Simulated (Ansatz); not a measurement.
**Hf2ZrTe6 (R-3)**

All numbers below come from DFT PBE, scalar-relativistic, plane waves, PAW (Ansatz 0.2.0).

Plane waves to 420 eV, a k mesh through Γ of 6×6×6 on the computed 9-atom cell and Gaussian smearing (0.10 eV); no spin polarisation.

The structure is relaxed at this level of theory with its symmetry kept, and needn't be the ground state of this composition.

```
Zr Hf Te
1.0
     3.44743    1.99038    7.16030
    -3.44743    1.99038    7.16030
     0.00000   -3.98075    7.16030
Zr Hf Te
1 2 6
Cartesian
  0.0000 0.0000 0.0000
  0.0000 0.0000 7.1607
  0.0000 0.0000 14.3202
  -2.2912 -0.0127 8.9373
  1.1566 -1.9779 8.9373
  1.1346 1.9906 8.9373
  2.2912 0.0127 12.5437
  -1.1346 -1.9906 12.5437
  -1.1566 1.9779 12.5437
```

**Question.** Formation energy from the elements' standard states (uncorrected)?

**Answer.** -0.849 eV/atom.

**Question.** Kohn–Sham band gap?

**Answer.** none (metal).

**Question.** Density of states at the Fermi level?

**Answer.** 2.1 states/eV per cell.

**Question.** Orbital (Löwdin) character within 0.5 eV of the Fermi level?

**Answer.** Te 5p 38 %, Hf 5d 33 %, Zr 4d 24 %.

**Question.** Bader charge by site (e)?

**Answer.** Zr (1 in the cell) 1.64, Hf (2 in the cell) 1.69, Te (6 in the cell) -0.84.

Spin-orbit coupling is left out, which matters for the bands of heavy elements. The cell holds layers, chains or molecules and no dispersion correction was added, so their binding is poorly described.

The cell was found from a structure generator's guess, not taken from experiment. Löwdin shares on free-atom orbitals overweight diffuse shells.
